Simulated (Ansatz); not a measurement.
BAs:
```
BAs
1.0
    3.42900     0.00000     0.00000
   -1.71450     2.96960     0.00000
    0.00000     0.00000     7.40259
B As
3 3
Cartesian
  1.71450   0.00000   3.70129
 -0.85725   1.48480   1.23376
  0.85725   1.48480   6.16882
  1.71450   0.00000   0.00000
 -0.85725   1.48480   4.93506
  0.85725   1.48480   2.46753
```

Cartesian axes are those of the cell as given.

Q: Give the proper piezoelectric stress tensor with relaxed ions from plane-wave PAW PBEsol (Ansatz code).

A: In C/m², rows x, y, z, Voigt columns; mesh uncertainty up to 0.01.
```
 0.00   0.00   0.00  -0.44   0.00   0.00
 0.00   0.00   0.00   0.00   0.44   0.00
 0.00   0.00   0.00   0.00   0.00   0.00
```

The elastic tensor of the same run (GPa):

|  | 1 | 2 | 3 | 4 | 5 | 6 |
|---|---|---|---|---|---|---|
| 1 | 335 | 39.8 | 65.6 | 0.0 | 0.0 | 0.0 |
| 2 | 39.8 | 335 | 65.6 | 0.0 | 0.0 | 0.0 |
| 3 | 65.6 | 65.6 | 313 | 0.0 | 0.0 | 0.0 |
| 4 | 0.0 | 0.0 | 0.0 | 169 | 0.0 | 0.0 |
| 5 | 0.0 | 0.0 | 0.0 | 0.0 | 169 | 0.0 |
| 6 | 0.0 | 0.0 | 0.0 | 0.0 | 0.0 | 148 |

Q: Convert to strain constants d = e·S.

A: In pC/N:
```
 0.0   0.0   0.0  -2.6   0.0   0.0
 0.0   0.0   0.0   0.0   2.6   0.0
 0.0   0.0   0.0   0.0   0.0   0.0
```

Space group P6_222. The start of the workflow was typed in or built on a structure type; neither database checked (COD, Materials Project) lists it. It is not the phase usual at ambient conditions (space group No. 216). The PBEsol relaxation kept the symmetry of its start; its stability against distortions is not shown here. Its formation energy is positive at this level, so the cell may be metastable or incomplete. Signs of piezoelectric constants follow the polarity of the cell as given.

Potentials: the earlier of the program's two PAW sets. The files were generated under PBE; for other functionals the program regenerates the frozen cores, and for LDA and PBEsol the local potential too.
